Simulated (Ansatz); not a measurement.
Method: DFT r2SCAN, scalar-relativistic, plane waves, PAW (Ansatz 0.2.0).

Structure of Mo₃Se₄:

```
CELL_PARAMETERS angstrom
4.86558 2.80914 3.78525
-4.86558 2.80914 3.78525
0.00000 -5.61829 3.78525
ATOMIC_POSITIONS crystal
Mo 0.23511 0.41409 0.54820
Mo 0.54820 0.23511 0.41409
Mo 0.41409 0.54820 0.23511
Mo 0.76489 0.58591 0.45180
Mo 0.45180 0.76489 0.58591
Mo 0.58591 0.45180 0.76489
Se 0.38670 0.12520 0.73831
Se 0.73831 0.38670 0.12520
Se 0.12520 0.73831 0.38670
Se 0.61330 0.87480 0.26169
Se 0.26169 0.61330 0.87480
Se 0.87480 0.26169 0.61330
Se 0.22045 0.22045 0.22045
Se 0.77955 0.77955 0.77955
```

Settings: cutoff 500 eV, Γ-centred mesh 6×6×6 on the computed 14-atom cell, Gaussian smearing of 0.10 eV; no spin polarisation.

Levels along Γ–L–T–P0 | P2–Γ–F, in eV from the Fermi level, sorted by energy at each point. Points in fractions of the primitive reciprocal vectors: Γ (0.000 0.000 0.000), L (0.500 0.000 0.000), T (0.500 -0.500 0.500), P0 (0.469 -0.531 0.469), P2 (0.469 0.469 0.469), F (0.500 -0.500 0.000).
```csv
point,"k (1/Å, with 2π)",band 103,band 104,band 105,band 106,band 107,band 108,band 109
Γ,0.000,-0.72,-0.21,-0.11,-0.11,0.40,0.40,1.97
-,0.093,-0.75,-0.20,-0.15,-0.11,0.36,0.41,1.95
-,0.186,-0.79,-0.26,-0.15,-0.11,0.29,0.41,1.90
-,0.279,-0.73,-0.30,-0.18,-0.08,0.24,0.37,1.86
-,0.371,-0.68,-0.34,-0.23,-0.07,0.22,0.32,1.84
L,0.464,-0.66,-0.35,-0.25,-0.07,0.21,0.29,1.85
-,0.593,-0.70,-0.54,-0.17,-0.04,0.09,0.31,1.73
-,0.723,-0.77,-0.75,-0.21,-0.11,0.05,0.25,1.77
-,0.852,-0.77,-0.70,-0.34,-0.20,0.07,0.15,1.89
-,0.981,-0.73,-0.68,-0.46,-0.36,0.07,0.09,1.98
T,1.110,-0.69,-0.69,-0.51,-0.51,0.07,0.07,2.01
-,1.120,-0.69,-0.69,-0.51,-0.51,0.07,0.07,2.01
-,1.130,-0.69,-0.69,-0.51,-0.51,0.07,0.07,2.01
-,1.141,-0.70,-0.70,-0.51,-0.51,0.08,0.08,2.01
-,1.151,-0.70,-0.70,-0.50,-0.50,0.08,0.08,2.00
P0,1.161,-0.71,-0.71,-0.49,-0.49,0.08,0.08,2.00
P2,1.161,-0.71,-0.71,-0.49,-0.49,0.08,0.08,2.00
-,1.317,-0.88,-0.59,-0.36,-0.36,0.19,0.19,1.90
-,1.472,-1.05,-0.37,-0.29,-0.29,0.36,0.36,1.85
-,1.628,-0.88,-0.32,-0.32,-0.21,0.50,0.50,1.87
-,1.784,-0.73,-0.24,-0.24,-0.19,0.48,0.48,1.92
Γ,1.940,-0.72,-0.21,-0.11,-0.11,0.40,0.40,1.97
-,2.069,-0.79,-0.18,-0.18,-0.07,0.25,0.39,1.96
-,2.198,-0.74,-0.40,-0.20,0.04,0.08,0.31,1.90
-,2.327,-0.73,-0.56,-0.27,0.02,0.03,0.28,1.85
-,2.456,-0.72,-0.64,-0.27,-0.14,0.05,0.28,1.79
F,2.586,-0.76,-0.63,-0.23,-0.22,0.06,0.26,1.74
```

Cost: 1 run of about 14 core-minutes, on Intel Xeon Platinum 8259CL (Skylake/Cascade Lake) (shared hosts).